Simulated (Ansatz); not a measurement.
Space group Pm-3m (No. 221). a = 3.330 Å, b = 3.330 Å, c = 3.330 Å, α = 90.00°, β = 90.00°, γ = 90.00°
```tsv
atom	site	symmetry	x	y	z
Mn	1b	m-3m	0.5000	0.5000	0.5000
Hg	1a	m-3m	0.0000	0.0000	0.0000
```

Equation of state of this MnHg structure (not necessarily the ground state), with shape and atoms relaxed at each volume where symmetry leaves them free. It has no gap at any of these volumes. The calculation used DFT r2SCAN, scalar-relativistic, plane waves, PAW in Ansatz 0.2.0.

Plane waves to 500 eV, a k mesh through Γ of 12×12×12 on the computed 2-atom cell and Gaussian smearing (0.10 eV); collinear spin.

```
V (Å³/atom) E − E(largest V) (meV/atom) P (GPa)
     17.356                         4.09     5.75
     17.910                       -10.27     2.52
     18.464                       -14.32     0.00
     19.018                       -10.55    -2.13
     19.572                         0.00    -3.96
```

**Question.** Fit a third-order Birch–Murnaghan equation to E(V).

**Answer.** V0 = 18.45 Å³/atom, B0 = 78 GPa, B0' = 6.2.

The state reached may not be the lowest one. Spin-orbit coupling is left out, which matters for the bands of heavy elements. Only parallel moments were tried here.

Cost: 5 runs of about 4.1 core-minutes in all, on Arm Neoverse V1 (shared hosts).